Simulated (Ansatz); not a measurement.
All numbers below come from DFT PBE, scalar-relativistic, plane waves, PAW, and for the lanthanide a 4f-in-core norm-conserving potential (Ansatz). All cells share a 690 eV cutoff and Γ-centred k meshes spaced about 0.3 Å⁻¹ or finer (0.25 for metals, 2π included). No spin polarisation in the final relaxations.

All energies are static (0 K, no zero-point motion). All come from trial cells, and lower structures may exist.

Question: These unrelaxed guesses for Tb2GeO are each relaxed within their symmetry. Order them by the energy at which they end, lowest first.
A.

```
Tb Ge O
1.0
     4.73030    0.00000    0.00000
     0.00000    3.59547    2.77731
     0.00000   -3.59547    2.77731
Tb Ge O
2 1 1
Direct
  0.50000 0.92753 0.47338
  0.50000 0.47338 0.92753
  0.00000 0.05507 0.05507
  0.50000 0.52941 0.52941
```

B.

```
Tb Ge O
1.0
     1.85748    1.07242    6.18722
    -1.85748    1.07242    6.18722
     0.00000   -2.14483    6.18722
Tb Ge O
2 1 1
Cartesian
  0.0000 0.0000 13.7443
  0.0000 0.0000 4.8174
  0.0000 0.0000 9.2808
  0.0000 0.0000 0.0000
```

C.

```
Tb Ge O
1.0
    -3.29988    3.29988    3.80564
     3.29988   -3.29988    3.80564
     3.29988    3.29988   -3.80564
Tb Ge O
4 2 2
Direct
  0.78804 0.28804 0.96000
  0.32803 0.82803 0.04000
  0.28804 0.32803 0.50000
  0.82803 0.78804 0.50000
  0.05369 0.05369 0.00000
  0.55369 0.55369 0.00000
  0.78522 0.28522 0.50000
  0.28522 0.78522 0.50000
```

Answer: C (ends in I4/mcm, 0 meV/atom), A (ends in P4/mmm, 47 meV/atom), B (ends in R-3m, 172 meV/atom).

With atoms moved at random, I4/mcm came back. Without a clear test, and held by symmetry: P4/mmm and R-3m. Some types were kept out of the candidates beforehand, so the set may lack a known form.

The lanthanide is trivalent by construction, without f bands, f moments or other valences.
